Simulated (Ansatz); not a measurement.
Ansatz input

```yaml
crystal:
  lattice:
    - [2.5528325672, 0.0, 0.0]
    - [0.0, 2.5528325672, 0.0]
    - [0.0, 0.0, 2.5528325672]
  atoms:
    - { symbol: Ir, position: [0.0, 0.0, 0.0], spin: 1.0 }
hamiltonian:
  xc: r2scan
  pseudopotentials:
    kind: paw
    azcp:
      Ir: "pseudopotentials/Ir.paw.azcp"
basis:
  ecutwfc: 500
  fft_grid_basis: typed
kpoints:
  mp_grid: { grid: [20, 20, 20], shift: [0, 0, 0] }
magnetization:
  spin_polarized: true
scf:
  occupations: { method: fermi_dirac, width: 0.05 }
output:
  stress: true
  write_density: true
  write_potential: true
  elf: true
  volumetric_format: npy
```

Terminal output

```
Engine: ansatz 0.2.0, x86_64-unknown-linux-gnu
Pseudopotentials: kind: paw
Pseudopotential: Ir, paw, valence charge 17, recommended cutoff 500 eV (meta_gga) 
Functional definition: r2SCAN
  parameter k0 = 0.174
  parameter k1 = 0.065
  parameter a1 = 4.9479
  exchange = r2scan_x(k0 = k0, k1 = k1, a1 = a1)
  correlation = r2scan_c
Crystal: 1 atoms, lattice volume = 16.637 Å³
Basis set: ecut = 500 eV, 437 PW (Γ), exchange–correlation on 80×80×80 points (64 copies of the dense FFT grid, shifted against one another)
Bands: 13, of which v1, the nominal top of the filled ones, is band 9 counted from 1 (8 counted from 0)
Symmetry: 48 space group operations
Space group: Pm-3m (ITA 221), of the structure as read, at distance tolerance 2.6e-5 Å
Magnetic group: BNS 221.92 (UNI 1594), of the structure as read, at distance tolerance 2.6e-5 Å
k-points: 286 of 8000
Non-local potential: Ir, projectors of the file, l = 0: 3, l = 1: 2, l = 2: 2, l = 3: 1
PAW form: soft (Blöchl's): semilocal exchange-correlation on the pseudo side does not see the compensation charge
PAW frozen core: Ir, regenerated for the run's functional (the file was generated under x = pbe(κ = 0.804, μ = 0.2195149727645171), c = pbe(β = 0.06672455060314922))
PAW one-centre angular grid: Ir, 590 points (default); XC on 160 Gauss nodes
Initial density: superposition of atomic densities (chi_scale 0.1, normalization cell)
Starting moments: Σ|m| = 1 μB on 1 of 1 site
Initial wavefunctions: pseudopotential atomic-orbital guess
Functional: x = r2scan, c = r2scan; τ floored in thin density (d = 2e-4 eV/Å³)
iter 1 solved again at ethr=5.05e-4 eV; its pass at ethr=3.10e-3 eV (dr2=8.59e-2 eV) is discarded
SCF iter   1: F=—  HF=-11947.352537 eV  |F-HF|=—  |Δ(HF+E_count)|=         —  Δρ=2.27e-2 (↑2.27e-2 ↓1.58e-2)  dr2=8.19e-2  dr2_τ=5.46e-3  dr2_m=2.71e-2  M=0.703 μB ∫|m|=0.708 μB  β_m=1.00  ethr=5.05e-4  ⟨swp⟩=2.0  Hψ=58472  notcnv=0
Mixer restart at iter 1: flushing history
SCF iter   2: F=—  HF=-11947.500165 eV  |F-HF|=—  |Δ(HF+E_count)|=         —  Δρ=2.57e-2 (↑2.57e-2 ↓1.84e-2)  dr2=3.21e-2  dr2_τ=1.31e-2  dr2_m=6.25e-2  M=0.293 μB ∫|m|=0.304 μB  β_m=0.51  ethr=4.82e-4  ⟨swp⟩=2.6  Hψ=13357  notcnv=0  defer=3
Mixer restart at iter 2: flushing history
...
SCF 1 converged in 17 iterations: F = -11947.698427 eV  dr2 = 3.31e-13
WARN: the starting moments were not kept: the SCF closed with an absolute magnetisation of 2.0e-6 μB, where they sum to 1 μB in size (1 site). That is at most 0.1 of that sum. Measured as dr2_m measures the in/out step, that magnetisation stands 2.0e-12 eV from none, at or under the dr2_threshold of 1.0e-7 eV: it is no larger than a step whose dr2_m would equal this threshold. The system may hold no moment; this SCF shows only that its start led to no more than that. To try another start: raise the starting moments (crystal.atoms[].spin, magnetization.per_species, magnetization.initial_magnetization, or on a non-collinear deck that types none of these the spinor_matrix: blocks that start its atoms; where the total moment is fixed, keep their sum and leave initial_magnetization as it is; typed ones take the place of any that the run laid by itself, positive ones on a crystal's lanthanoids without a Hubbard term where scf.initial_density.shell_occupations: [] is typed) or, if the notice of its spin-set hold's release reads "site moments contracting" or "site moments show no strong build", lengthen the hold (scf.mixing.spin_hold: { on: { confirm: 4 } }; for m-r²SCAN on two components see the key's manual first). Each may lead to a state that holds a moment. A second SCF, from the converged charge density, with the starting moments and any scf.initial_density.shell_occupations laid on it anew, would have followed, and was not run: the deck does not ask for one (magnetization.retry_lost_moments is false, the default). To let it run, set magnetization.retry_lost_moments: true and run the deck again, where that key's refused combinations let it; where memory then withholds it, that run's warning says so.
this state was not tested for a lower state beside it, because the mixer in use, unlike msr1, does not test its closes by its own steps (another_mixer; see scf.mixing.algorithm and scf.lower_state_search)
SCF converged after 17 iterations
Magnetization: 0.0000 μB (8.5000 up, 8.5000 down)
Absolute magnetization: 0.0000 μB (∫|ρ↑−ρ↓|, with the PAW one-centre terms)
Spin contamination: 0.0000 ħ² per cell (⟨S²⟩ above its minimum at these occupations)
Per-site moments (μB) at R_I (Å): [(1.84983847409316e-6, 1.0530434339699999)]
Free energy (F): -11947.698427 eV
Harris-Foulkes:  -11947.698427 eV  (|F-HF|=3.64e-12)
Internal energy: -11947.688025 eV  (E = F + TS)
E sigma→0 (E₀):  -11947.693226 eV
Entropy (-TS):   -0.010402 eV (-10.402 meV/atom)
Fermi energy:    20.619562 eV
--- Per-component energies (eV) ---
  E_band       = -171.424331
  E_kinetic    = 622.801549
  E_local      = -1339.530607  (includes V_loc(G=0)·N_el)
  E_nonlocal   = 75.998628
  E_hartree    = 510.532559
  E_xc         = -254.276361
  E_vxc        = -331.840135  (∫ρ·V_xc dr)
  E_paw        = -9250.288014  (= ΣΔE_a)
  E_vpaw       = -240.619889  (= ΣTr[D̂ρ^β])
  E_aug_tail   = -0.000015  (compensation charges beyond the density's cutoff)
  E_vtau       = 20.701023  (kinetic-family band-sum trace: ∫τ·v_τ [+ j·A + Jᵃ·Aᵃ] dr)
  E_ewald      = -2312.608873
  E_core_change = -0.316894  (= ΣΔE_core)
  E_smearing   = -0.010402  (= −TS)
  E_closure    = -0.000000  (closes the sum)
  Σ components = -11947.698427   (vs F -11947.698427, Δ=0.00e0)
--- Stress (GPa, compression-positive) ---
       -0.475560      -0.000000       0.000000
        0.000000      -0.475560       0.000000
        0.000000       0.000000      -0.475560
  P = ⅓ Tr σ = -0.4756 GPa (-4.756 kbar)
--- Band table (eV; the first three rows and the last of 572) ---
  k-point 0 ↑: bands = ["-73.5998", "-29.4738", "-29.4738", "-29.4738", "11.1333", "14.2744", "14.2744", "21.9978", "21.9978", "21.9978", "36.8321", "36.8321", "36.8321"]
  k-point 1 ↑: bands = ["-73.5984", "-29.4951", "-29.4721", "-29.4721", "11.2166", "14.2917", "14.3550", "21.9045", "21.9045", "22.0048", "36.3090", "36.9878", "36.9878"]
  k-point 2 ↑: bands = ["-73.5943", "-29.5567", "-29.4670", "-29.4670", "11.4545", "14.3420", "14.6006", "21.6429", "21.6429", "22.0251", "35.0890", "37.4330", "37.4330"]
  k-point 285 ↓: bands = ["-73.4308", "-30.1165", "-30.1165", "-30.1165", "15.1376", "15.1376", "15.1376", "24.4332", "24.4332", "30.4516", "31.9720", "31.9720", "31.9720"]
```
